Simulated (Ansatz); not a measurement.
## Band structure of InF

```
In F
1.0
     3.64429    0.00000    0.00000
    -1.82214    3.15604    0.00000
     0.00000    0.00000    8.90509
In F
2 2
Direct
  0.33333 0.66667 0.00881
  0.66667 0.33333 0.50881
  0.33333 0.66667 0.36719
  0.66667 0.33333 0.86719
```

Atoms are numbered in the order listed.

The cell was built from the wurtzite type and relaxed in the same program, and has space group P6_3mc; it needn't be a known or the stable phase.

Spin–orbit coupling is left out, though it moves levels of the heavy atoms by tenths of an eV or more.

Theory: DFT, PBE, all-electron LAPW, scalar-relativistic (Ansatz 0.2.0).

Sampling and basis: a Γ-centred 14×14×8 k mesh, Fermi–Dirac smearing of 0.05 eV, basis error target 1 meV/atom, no spin polarisation.

Points in fractions of the reciprocal vectors of this cell: Γ (0, 0, 0), M (0.5, 0, 0), K (0.333, 0.333, 0), A (0, 0, 0.5), L (0.5, 0, 0.5), H (0.333, 0.333, 0.5). The path joins them by straight lines in the order Γ–M–K–Γ–A–L–H–A–L; legs that retrace an earlier one aren't tabulated. Energies are in eV from the top of the valence band.

**Question.** List the levels at Γ between -5 and 4.5 eV.

**Answer.** -3.60 (×2), -3.58 (×2), -3.10, -1.73, 1.64, 4.10.

**Question.** List the levels at L between -5 and 4.5 eV.

**Answer.** -4.05 (×2), -3.83 (×2), -0.51 (×2), 1.67 (×2).

**Question.** List the levels at M between -5 and 4.5 eV.

**Answer.** -4.17, -3.97, -3.85, -3.80, -0.73, -0.22, 1.62, 1.71.

**Question.** What is the band gap?

**Answer.** 1.62 eV, indirect from the line M (0.5, 0, 0)–K (0.333, 0.333, 0) to M (0.5, 0, 0).
